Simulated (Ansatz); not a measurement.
The start is a randomly generated symmetric cell of CsSnI3 (space group No. 166). A full variable-cell relaxation at zero pressure is run with PBE (plane waves to 420 eV, PAW, scalar-relativistic; Ansatz, an electronic-structure program). The first steps use a coarse 4×4×4 k-mesh.

Initial structure:
```
CsSnI3
1.0
    4.16535     2.40487     4.14644
   -4.16535     2.40487     4.14644
    0.00000    -4.80973     4.14644
Cs I Sn
1 3 1
Direct
  0.00000   0.00000   0.00000
  0.00000   0.00000   0.50000
  0.50000   0.00000   0.00000
  0.00000   0.50000   0.00000
  0.50000   0.50000   0.50000
```

- Initial pressure: +4 GPa (positive: the cell is compressed)
- Outcome: The space group stays R-3m (No. 166) (the run could not lower it), with 5 atoms in the primitive magnetic cell
- Energy released: about 0.48 eV/atom
- Band gap at the end: zero (metallic)
- Moments at the end: net 0.16 μB/atom, ferromagnetic
- Optimiser moves: 22

The end point of the relaxation:

```cif
data_Cs3I9Sn3
_chemical_formula_sum 'Cs3 I9 Sn3'
_space_group_name_H-M_alt 'R-3m :H'
_space_group_IT_number 166
_space_group_name_Hall '-R 3 2"'
_cell_length_a 7.25881
_cell_length_b 7.25881
_cell_length_c 19.38723
_cell_angle_alpha 90.000
_cell_angle_beta 90.000
_cell_angle_gamma 120.000
loop_
_atom_site_label
_atom_site_type_symbol
_atom_site_symmetry_multiplicity
_atom_site_Wyckoff_symbol
_atom_site_fract_x
_atom_site_fract_y
_atom_site_fract_z
_atom_site_occupancy
Cs1 Cs 3 a 0.00000 0.00000 0.00000 1
I1 I 9 d 0.50000 0.50000 0.50000 1
Sn1 Sn 3 b 0.00000 0.00000 0.50000 1
```
(The calculation used a cell of 5 atoms; values per cell refer to that cell.)

Final values are on a 8×8×8 k-mesh of the relaxed cell. The first round had no spin; a later round switched it on. Spin state reached: ferromagnetic (net 0.16 μB/atom); other spin orders were not run from this start.

The run could not lose the symmetry of its start, so the end can be a saddle point.

All atoms sit on sites fixed by symmetry, so only the cell could relax.

The relaxed structure here is a generated cell of CsSnI3: the first start was made by a random draw of sites in a space group, and the end was not matched to a known phase here, so it may be hypothetical. Known forms of CsSnI3 include space group No. 62, 221.
